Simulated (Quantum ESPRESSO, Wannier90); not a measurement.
Wannierisation of Hf₂Cu (I4/mmm)

```
begin unit_cell_cart
ang
    0.0000000000   -3.1528300000    0.0000000000
    3.1528300000    0.0000000000    0.0000000000
   -1.5764150000    1.5764150000    5.5595100000
end unit_cell_cart
begin atoms_frac
Hf   0.3438900000  0.3438900000 -0.3122200000
Hf  -0.3438900000 -0.3438900000  0.3122200000
Cu   0.0000000000  0.0000000000  0.0000000000
end atoms_frac
```

Cell from Materials Project (mp-30581), symmetrised, no further relaxation. COD (Crystallography Open Database) has an entry of this formula and space group (matched by these alone). Method: PBEsol plane waves in Quantum ESPRESSO 7.5 (PseudoDojo norm-conserving files, 74 Ry, no spin polarisation, no spin-orbit coupling), Bloch states on a 4×4×4 mesh through Γ, Wannier90 4.0.1. Density: 14×14×14 mesh, cold smearing 0.01 Ry. Spin-orbit coupling is left out although heavy elements are present.

A tight-binding model is made by disentanglement and projection with no localisation steps (num_iter = 0), so the 27 orbitals stay atom-like: hydrogen-like Hf: s;p;d; Cu: s;p;d, axes along x, y, z; frozen window up to 1.50 eV relative to the Fermi level. It follows pw.x to 48 meV rms for states up to 1.0 eV relative to the Fermi level. Matrix elements depend on this choice of orbitals and windows.

The 45 largest hoppings ⟨m,0|H|n,R⟩ between different sites (one of each Hermitian pair; signs follow the real orbitals' lobes; the list may end inside a set of equal values):

```csv
m,n,R,distance of the centres (Å),t (eV)
Hf1 py,Hf1 py,1 0 0,3.15,2.346
Hf2 py,Hf2 py,1 0 0,3.15,2.346
Hf1 px,Hf1 px,0 1 0,3.15,2.330
Hf2 px,Hf2 px,0 1 0,3.15,2.330
Cu3 py,Cu3 py,1 0 0,3.15,1.875
Cu3 px,Cu3 px,0 1 0,3.15,1.872
Hf1 pz,Hf2 pz,1 1 0,3.23,1.790
Hf1 py,Hf1 dx2-y2,1 0 0,3.15,-1.592
Hf1 dx2-y2,Hf1 py,1 0 0,3.15,1.592
Hf2 py,Hf2 dx2-y2,1 0 0,3.15,-1.592
Hf2 dx2-y2,Hf2 py,1 0 0,3.15,1.592
Hf1 px,Hf1 dx2-y2,0 1 0,3.15,-1.592
Hf1 dx2-y2,Hf1 px,0 1 0,3.15,1.592
Hf2 px,Hf2 dx2-y2,0 1 0,3.15,-1.592
Hf2 dx2-y2,Hf2 px,0 1 0,3.15,1.592
Hf1 s,Hf1 py,1 0 0,3.15,-1.289
Hf1 py,Hf1 s,1 0 0,3.15,1.289
Hf2 s,Hf2 py,1 0 0,3.15,-1.289
Hf2 py,Hf2 s,1 0 0,3.15,1.289
Hf1 s,Hf1 px,0 1 0,3.15,1.287
Hf1 px,Hf1 s,0 1 0,3.15,-1.287
Hf2 s,Hf2 px,0 1 0,3.15,1.287
Hf2 px,Hf2 s,0 1 0,3.15,-1.287
Cu3 pz,Hf1 s,0 0 0,2.82,1.207
Cu3 pz,Hf2 s,0 0 0,2.82,-1.207
Hf1 s,Cu3 pz,1 1 0,2.82,1.207
Cu3 pz,Hf2 s,1 1 0,2.82,-1.207
Hf1 s,Cu3 pz,0 1 0,2.82,1.205
Cu3 pz,Hf2 s,0 1 0,2.82,-1.205
Hf1 s,Cu3 pz,1 0 0,2.82,1.205
Cu3 pz,Hf2 s,1 0 0,2.82,-1.205
Hf1 py,Hf1 dz2,1 0 0,3.15,-1.173
Hf1 dz2,Hf1 py,1 0 0,3.15,1.173
Hf2 py,Hf2 dz2,1 0 0,3.15,-1.173
Hf2 dz2,Hf2 py,1 0 0,3.15,1.173
Hf1 px,Hf1 dz2,0 1 0,3.15,1.170
Hf1 dz2,Hf1 px,0 1 0,3.15,-1.170
Hf2 px,Hf2 dz2,0 1 0,3.15,1.170
Hf2 dz2,Hf2 px,0 1 0,3.15,-1.170
Hf2 s,Hf1 pz,0 0 1,3.14,1.146
Hf2 pz,Hf1 s,0 0 1,3.14,-1.146
Hf1 s,Hf2 pz,1 1 -1,3.14,-1.146
Hf1 pz,Hf2 s,1 1 -1,3.14,1.146
Hf1 s,Hf2 pz,0 1 -1,3.14,-1.144
Hf1 pz,Hf2 s,0 1 -1,3.14,1.144
```
